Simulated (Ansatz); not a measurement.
Mg (simple hexagonal, P6/mmm) under volume change, the program Ansatz at the PBEsol level (PAW), shape and atoms relaxed at each volume.

| V (Å³/atom) | E − E(relaxed) (meV/atom) | P (GPa) |
|---|---|---|
| 22.738 | (withheld) | (withheld) |
| 23.487 | 8.8 | 1.96 |
| 24.237 | 2.1 | 0.91 |
| 24.987 | 0.0 | 0.00 |
| 25.736 | 1.9 | -0.78 |
| 26.486 | 7.1 | -1.45 |
| 27.236 | (withheld) | (withheld) |

**Question.** Some entries are withheld; supply them.

**Answer.** 
- 27.236, E − E(relaxed) (meV/atom): 15.3
- 27.236, P (GPa): -2.03
- 22.738, E − E(relaxed) (meV/atom): 20.7
- 22.738, P (GPa): 3.18

**Question.** What does a third-order Birch–Murnaghan fit give for V₀, B₀ and B′?

**Answer.** V₀ = 24.99 Å³/atom, B₀ = 28.0 GPa, B′ = 4.0.

The first step of the workflow began from a Materials Project structure, measured or hypothetical; the Crystallography Open Database copy checked does not list it. It is not the phase usual at ambient conditions (space group No. 194). The cell was relaxed with PBEsol under the symmetry of its start. At this level the phase is dynamically unstable (imaginary phonons).

Potentials: the earlier of the program's two PAW sets. The files were generated under PBE; for other functionals the program regenerates the frozen cores, and for LDA and PBEsol the local potential too.
